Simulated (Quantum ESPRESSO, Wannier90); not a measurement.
## Tight-binding from DFT: InCl (Cmcm)

```xyz
4
Lattice="4.3269 0.0000 0.0000 0.0000 0.0000 -4.4337 -2.1634 6.1076 0.0000" Properties=species:S:1:pos:R:3 pbc="T T T"
In    -2.1634     1.3400    -1.1084
In     2.1634    -1.3400     1.1084
Cl     0.0000     1.9492     1.1084
Cl     0.0000    -1.9492    -1.1084
```

Materials Project entry mp-571555; symmetrised, unrelaxed at this level. Not found in the COD (Crystallography Open Database) copy used, which has the formula in other groups; not checked further. Computed values, not measurements, from PBEsol: Quantum ESPRESSO (norm-conserving PseudoDojo potentials, cutoff 56 Ry, spinors with spin-orbit coupling) on a Γ-centred 6×6×6 mesh, then Wannier90. Density: 8×8×8 mesh, cold smearing 0.01 Ry.

The plane-wave run has 72 bands and 40 electrons a cell. On the energy scale of pw.x, whose zero is arbitrary, the valence-band maximum lies at 5.34 eV.

Isolated groups of bands, relative to the valence-band maximum (bands from 41 on overlap up to the last one computed):

```json
[
 {"bands": "1–4", "from (eV)": "-15.25", "to (eV)": "-15.00", "filling": "filled", "weight on atomic waves": "Cl 3s 79 %, In 4d 12 %, In 5p 8 %"},
 {"bands": "5–12", "from (eV)": "-14.39", "to (eV)": "-14.21", "filling": "filled", "weight on atomic waves": "In 4d 96 %"},
 {"bands": "13–24", "from (eV)": "-13.55", "to (eV)": "-13.37", "filling": "filled", "weight on atomic waves": "In 4d 98 %"},
 {"bands": "25–40", "from (eV)": "-6.07", "to (eV)": "-0.01", "filling": "filled", "weight on atomic waves": "Cl 3p 67 %, In 5s 22 %, In 5p 10 %"}
]
```

Input w.win, without the blocks of cell, atoms and k-points (216 lines):

```
num_bands = 52
num_wann = 32
exclude_bands = 5-24
spinors = true
num_iter = 1000
conv_tol = 1.0e-6
conv_window = 4
dis_num_iter = 1000
dis_conv_tol = 1.0e-6
dis_froz_max = 7.87
write_hr = true
write_u_matrices = true
begin projections
f=-0.38457,0.25624,0.22600: s;p
f=0.37842,-0.24724,-0.22184: s;p
f=0.15623,-0.26057,0.32008: s;p
end projections
mp_grid = 6 6 6
```

Task: Check the input against the numbers above: what is wrong, and how is it mended?

Result: wannier90.x -pp stops with:
```
w90_readwrite_get_projections: too few projection functions defined
```
The projections block defines fewer trial orbitals than num_wann. Mended as below, all else unchanged, the run goes through (Ω_I = 47.5 Å²) and follows the plane-wave bands to 2.2 meV rms (states up to 2.0 eV relative to the valence-band maximum).
```
f=-0.16394,0.25955,-0.32315: s;p
```
